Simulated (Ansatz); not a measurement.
Relaxing an invented CaGaC₄N₄ structure

These are results of DFT PBE, scalar-relativistic, plane waves, PAW in Ansatz, not measurements. Cutoff 420 eV, Gaussian smearing, Γ-centred meshes. Cell and atoms relax first on a coarse mesh and then on a finer one. In between, the cell is made exact in the group found at 0.06 Å. In metals the finer mesh still leaves noise of several meV/atom or more. The steps can't lower the symmetry of their start. No spin polarisation.

The cell of CaGaC₄N₄ is invented: two interpenetrating cyanide-bridged diamond nets (P-43m, No. 215). Lengths were set from tabulated atomic sizes, so they are only a guess.

```
Ca Ga C N
1.0
     6.09220    0.00000    0.00000
     0.00000    6.09220    0.00000
     0.00000    0.00000    6.09220
Ca Ga C N
1 1 4 4
Direct
  0.50000 0.50000 0.50000
  0.00000 0.00000 0.00000
  0.17968 0.17968 0.17968
  0.17968 0.82032 0.82032
  0.82032 0.17968 0.82032
  0.82032 0.82032 0.17968
  0.29056 0.29056 0.29056
  0.29056 0.70944 0.70944
  0.70944 0.29056 0.70944
  0.70944 0.70944 0.29056
```

Energies over the elements count from the elements' standard structures at the same level (N₂ as a molecule), with no fitted energy shifts.

Task: What does it relax into?

Result: The symmetry stays P-43m (No. 215). The volume per atom grows by 12.9 %, from 22.6 to 25.5 Å³. The shortest distance stays 1.17 Å (C–N). Conventional cell: a = 6.343 Å. Ca is surrounded by 4 N at 2.35 Å; Ga is surrounded by 4 C at 1.97 Å; C is surrounded by 1 N at 1.17 Å and 1 Ga at 1.97 Å; N is surrounded by 1 C at 1.17 Å and 1 Ca at 2.35 Å.

```cif
data_structure
_symmetry_space_group_name_H-M 'P-43m'
_symmetry_Int_Tables_number 215
_cell_length_a 6.3429
_cell_length_b 6.3429
_cell_length_c 6.3429
_cell_angle_alpha 90.000
_cell_angle_beta 90.000
_cell_angle_gamma 90.000
_cell_volume 255.19
loop_
_atom_site_label
_atom_site_type_symbol
_atom_site_symmetry_multiplicity
_atom_site_Wyckoff_symbol
_atom_site_fract_x
_atom_site_fract_y
_atom_site_fract_z
_atom_site_occupancy
Ca1 Ca 1 b 0.50000 0.50000 0.50000 1
Ga1 Ga 1 a 0.00000 0.00000 0.00000 1
C1 C 4 e 0.17938 0.17938 0.17938 1
N1 N 4 e 0.28620 0.28620 0.28620 1
```

Task: Give its energy and gap.

Result:

* Formation energy: +0.15 eV/atom
* Gap on the 6×6×6 mesh of the 10-atom cell: 0 eV (a metal)

It can't be a ground state, since the elements alone are lower.

The last run used Gaussian smearing of 0.10 eV. An odd number of electrons in the primitive cell allows no gap without spin; a larger cell or a magnetic state could open one. The cell is a metal run without spin; a magnetic state may lie lower. The reference form of C is held partly by dispersion forces, which this level lacks. A structure relaxed within its symmetry needn't be a true minimum.
